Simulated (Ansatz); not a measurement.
The relaxed structure here is a generated cell of Hf3N4: the first start was made by placing the elements on the sites of a structure type, and the end was not matched to a known phase here, so it may be hypothetical.

The end point of a relaxation of Hf₃N₄. Space group P6₃/m (No. 176). These are PBE (plane waves to 420 eV, PAW, scalar-relativistic; Ansatz, an electronic-structure program) values and carry that method's errors.

```cif
data_Hf6N8
_chemical_formula_sum 'Hf6 N8'
_space_group_name_H-M_alt 'P63/m'
_space_group_IT_number 176
_space_group_name_Hall '-P 6c'
_cell_length_a 8.77380
_cell_length_b 8.77380
_cell_length_c 3.56327
_cell_angle_alpha 90.000
_cell_angle_beta 90.000
_cell_angle_gamma 120.000
loop_
_atom_site_label
_atom_site_type_symbol
_atom_site_symmetry_multiplicity
_atom_site_Wyckoff_symbol
_atom_site_fract_x
_atom_site_fract_y
_atom_site_fract_z
_atom_site_occupancy
Hf1 Hf 6 h 0.15501 0.40494 0.25000 1
N1 N 6 h 0.32651 0.31088 0.25000 1
N2 N 2 c 0.33333 0.66667 0.25000 1
```

What band gap does PBE give?

2.51 eV, indirect (valence top at Γ, conduction bottom at k = (0.25, 0.25, 0.375)) (no spin-orbit coupling).

What is the computed smallest direct gap (PBE)?

2.89 eV at k = (0.25, 0.25, 0.375).

No spin polarisation in the result.

The run could not lose the symmetry of its start, so the end can be a saddle point.
